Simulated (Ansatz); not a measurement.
Starting cell, Pt (fcc, Cu type):

```
Pt
1.0
    0.00000     3.94026     3.94026
    1.97013     0.00000     1.97013
    1.97013     1.97013     0.00000
Pt
2
Direct
  0.00000   0.00000   0.00000
  0.50000   0.00000   0.00000
```

A phonon eigenvector at L = (0.5, 0.0, 0.0) is frozen into this cell: atom i moves by Q times the vector below, so Q is the largest atomic displacement, in Å. The cell is held. It is one choice among 2 degenerate patterns. (q is in reciprocal vectors of the primitive cell; the cell shown is doubled to hold the pattern.)

```json
[
 {"atom": "Pt1", "x": "-0.285", "y": "0.520", "z": "-0.805"},
 {"atom": "Pt2", "x": "0.285", "y": "-0.520", "z": "0.805"}
]
```

All values below come from r2SCAN (plane waves to 500 eV, PAW, scalar-relativistic; Ansatz, a quantum-chemistry and plane-wave program). k mesh 10×20×20 (Γ-centred), Fermi-Dirac smearing 0.05 eV. With partly filled bands, energies and forces of such displacements shift with the k mesh and the smearing. Pt is run without spin polarisation. Pt was relaxed with its symmetry unable to fall. Spin-orbit coupling is left out, though Pt is heavy. 

```json
[
 {"Q (Å)": "-0.280", "−dE/dQ from forces (eV/Å)": "1.377"},
 {"Q (Å)": "-0.233", "−dE/dQ from forces (eV/Å)": "1.389"},
 {"Q (Å)": "-0.187", "−dE/dQ from forces (eV/Å)": "1.353"},
 {"Q (Å)": "-0.140", "−dE/dQ from forces (eV/Å)": "1.248"},
 {"Q (Å)": "-0.093", "−dE/dQ from forces (eV/Å)": "1.005"},
 {"Q (Å)": "-0.047", "−dE/dQ from forces (eV/Å)": "0.565"},
 {"Q (Å)": "0.000", "−dE/dQ from forces (eV/Å)": "0.000"},
 {"Q (Å)": "0.047", "−dE/dQ from forces (eV/Å)": "-0.565"},
 {"Q (Å)": "0.093", "−dE/dQ from forces (eV/Å)": "-1.005"},
 {"Q (Å)": "0.140", "−dE/dQ from forces (eV/Å)": "-1.248"},
 {"Q (Å)": "0.187", "−dE/dQ from forces (eV/Å)": "-1.353"},
 {"Q (Å)": "0.233", "−dE/dQ from forces (eV/Å)": "-1.389"},
 {"Q (Å)": "0.280", "−dE/dQ from forces (eV/Å)": "-1.377"}
]
```

Question: What harmonic wavenumber does the curvature at Q = 0 give?

Answer: 94 cm⁻¹. E″ = 12.57 eV/Å², M = Σ mᵢ|uᵢ|² = 390.2 u, ν̃ = 521.5·√(|E″|/M).

(For displaced atoms, the force is minus the slope of the energy, and its curvature is a force constant, which sets phonon frequencies.)
